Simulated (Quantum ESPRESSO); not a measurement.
# Zr4RuWSnTi: a curve over strain

Computed values, not a measurement. The program is pw.x of Quantum ESPRESSO 7.5 (plane-wave density functional theory). The cell is made up: eight metal atoms on a hexagonal close-packed lattice, with elements, volume, strain and displacements drawn at random and not relaxed, so it may be unstable or far from any real phase. PseudoDojo standard norm-conserving files set the functional (PBE unless stated); there is no spin polarisation or spin-orbit coupling, the Fermi-Dirac width of 0.25 eV means electrons at about 2900 K, and the masses in the input are unused placeholders. The tin pseudopotential is less sure than most, with forces differing by about three percent from a second method on plain tin. Heavy elements are run without spin-orbit coupling, which real alloys of them have. A spin test at this wide smearing found no moment, but such smearing suppresses magnetism that the real alloy may have.

Seven runs add a strain to one cell (uniform); the atoms follow the cell and are not relaxed. Stress in the table is positive in tension.

Input of the run at -0.0039:

```
&control calculation='scf', pseudo_dir='./dojo.nc.sr.pbe.v0_5.standard.upf', outdir='./o', disk_io='minimal', tprnfor=.true., tstress=.true. /
&system ibrav=0, nat=8, ntyp=5, nbnd=69, ecutwfc=84.00895049, nosym=.true., tot_charge=0,
 occupations='smearing', smearing='fd', degauss=0.0183746611
/
&electrons conv_thr=1.470e-08, electron_maxstep=70, mixing_beta=0.5 /
ATOMIC_SPECIES
Ru 1.0 Ru.upf
Sn 1.0 Sn.upf
Ti 1.0 Ti.upf
W 1.0 W.upf
Zr 1.0 Zr.upf
CELL_PARAMETERS angstrom
0.0391 5.4178 -0.0207
3.0507 0.0028 5.0005
3.1176 0.0424 -5.041
ATOMIC_POSITIONS angstrom
Zr -0.002 0.0794 -0.0007
Ru 3.0935 0.1393 -0.0003
W 3.0918 1.8139 -2.541
Zr 3.0469 1.8604 2.5458
Sn 1.6092 2.6333 0.0097
Zr 4.6929 2.72 -0.0531
Ti 1.5815 4.4426 -2.572
Zr 1.5346 4.4682 2.4362
K_POINTS automatic
5 5 5 1 1 1
```

```
added strain  free energy less that of the input shown (eV)  stress xx (GPa)  stress yy (GPa)  stress zz (GPa)  stress xy (GPa)  pressure (GPa)  iterations
     -0.0177                                        -0.1317             3.00             1.03            -1.92             0.49           -0.70          18
     -0.0153                                        -0.1235             3.84             1.86            -1.00             0.48           -1.56          19
     -0.0075                                        -0.0536             6.37             4.39             1.78             0.45           -4.18          18
     -0.0039                                         0.0000             7.45             5.47             2.97             0.43           -5.30          18
     +0.0073                                         0.2462            10.46             8.50             6.32             0.39           -8.43          19
     +0.0138                                         0.4412            12.00            10.06             8.04             0.36          -10.03          19
     +0.0231                                         0.7797            13.93            12.03            10.23             0.32          -12.06          19
```

A cubic fit gives a slope of stress xx against the added strain of 276 GPa at zero added strain, with the atoms clamped. Across the table the energy follows the integral of volume times stress to 2.2 meV. A rerun of one of the cells at a higher cutoff and on a denser mesh moved values by no more than 0.002 eV in energy, 0.02 GPa in stress and 0.003 eV/Å in force, and a second program with other atomic files agreed on that cell to 2 % rms in force and 0.5 GPa in pressure.